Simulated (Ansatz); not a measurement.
Mg$_{2}$Al$_{2}$Se$_{5}$:
```
Mg2Al2Se5
1.0
    3.87140     0.00000     0.00000
   -1.93570     3.35273     0.00000
    0.00000     0.00000    16.08168
Mg Al Se
2 2 5
Direct
  0.33333   0.66667   0.59866
  0.66667   0.33333   0.40134
  0.33333   0.66667   0.17119
  0.66667   0.33333   0.82881
  0.66667   0.33333   0.10587
  0.33333   0.66667   0.89413
  0.66667   0.33333   0.68677
  0.33333   0.66667   0.31323
  0.00000   0.00000   0.50000
```

Relaxed with r²SCAN+D4.

Give the Bader charges and basin volumes of the independent atoms, the program Ansatz at the r²SCAN+D4 level (PAW).



```
atom  Bader charge (e)  Bader volume (Å³)
----  ----------------  -----------------
Mg1              +1.69                5.9
Al3              +2.21                6.5
Se5              -1.49               39.3
Se7              -1.58               35.4
Se9              -1.65               34.2
```

Space group P-3m1. The first step of the workflow began from a Materials Project structure, measured or hypothetical; the Crystallography Open Database copy checked does not list it. Its standing as an ambient phase is unchecked. The cell was relaxed with r²SCAN+D4 under the symmetry of its start; whether a distortion lowers the energy is not shown.

Potentials: the later of the program's two PAW sets.
